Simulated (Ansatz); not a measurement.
A geometry of CsPbBr$_{3}$ away from equilibrium: step 2 of the relaxation of a randomly generated symmetric cell of CsPbBr3 (space group No. 47). Method: PBEsol (plane waves to 420 eV, PAW, scalar-relativistic; Ansatz, a first-principles code). Γ-centred k-mesh 5×4×3 on the run's cell (coarser than for final values), Fermi–Dirac smearing 0.05 eV. The plane waves were selected for a different cell earlier on the path.

```
CsPbBr3
1.0
    5.20502     0.00000     0.00000
    0.00000     5.64328     0.00000
    0.00000     0.00000     7.94787
Br Cs Pb
3 1 1
Direct
  0.50000   0.00000   0.71175
  0.50000   0.00000   0.28825
  0.00000   0.00000   0.00000
  0.50000   0.50000   0.50000
  0.50000   0.00000   0.00000
```

Question: What forces act on the atoms (eV/Å)?

Answer: 
| atom | Fx | Fy | Fz |
|---|---|---|---|
| Br1 | 0.00 | 0.00 | -8.06 |
| Br2 | 0.00 | 0.00 | 8.06 |
| Br3 | 0.00 | 0.00 | 0.00 |
| Cs4 | 0.00 | 0.00 | 0.00 |
| Pb5 | 0.00 | 0.00 | 0.00 |

The path ends in Pmmm (No. 47). No spin polarisation in the result.

The run could not lose the symmetry of its start: the end is stationary, and may be a saddle point rather than a minimum.

The end of the path is a generated cell of CsPbBr3: the first start was made by a random draw of sites in a space group, and the end was not matched to a known phase here, so it may be hypothetical. Known forms of CsPbBr3 include space group No. 62, 221.
